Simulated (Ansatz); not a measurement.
Rh (fcc (Cu type)), relaxed with PBEsol (Ansatz, an electronic-structure program, plane waves, PAW): a = 3.780 Å, b = 3.780 Å, c = 3.780 Å, α = 90.00°, β = 90.00°, γ = 90.00°.

### Question
The same phase is relaxed and computed with r²SCAN in the same code. What is the cell now?

### Answer
a = b = c = 3.8000 Å, α = β = γ = 90.00°.

All cells were relaxed under the symmetry of their starts (and spin orders); stability against distortions was not tested throughout. Named crystals with no word on spin ran without spin polarisation. Scalar-relativistic: spin–orbit coupling is off unless named, which matters more the heavier the elements.

Potentials: the earlier of the program's two PAW sets. The files were generated under PBE; for other functionals the program regenerates the frozen cores, and for LDA and PBEsol the local potential too.

Ansatz is a plane-wave DFT program.
